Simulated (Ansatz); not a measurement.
Input:

ZnAg:
```
ZnAg
1.0
    3.07705     0.00000     0.00000
    0.00000     3.07705     0.00000
    0.00000     0.00000     3.07705
Zn Ag
1 1
Direct
  0.50000   0.50000   0.50000
  0.00000   0.00000   0.00000
```

This is the LDA-relaxed structure.

Problem. All from LDA in the plane-wave PAW code Ansatz, unless another level is named. Estimate the density of states at the Fermi level.

Solution. 0.24 states/eV per atom (mean over ±0.08 eV).

Problem. Next, the formation energy from the elements (no fitted shifts)?

Solution. -6.4 kJ/mol of atoms.

Space group Pm-3m (CsCl type). The workflow started from a Materials Project entry (that database holds measured and hypothetical structures alike); the Crystallography Open Database files this formula in space group No. 221, but the cells were not matched. Its standing as an ambient phase is unchecked. The LDA relaxation kept the symmetry of its start; of distortions, only those at the zone centre were tested. The run is not spin-polarised. The references are the lowest solids computed at this level, not always the standard phases. Scalar-relativistic: spin–orbit coupling is off unless named, which matters more the heavier the elements.

Potentials: the later of the program's two PAW sets.
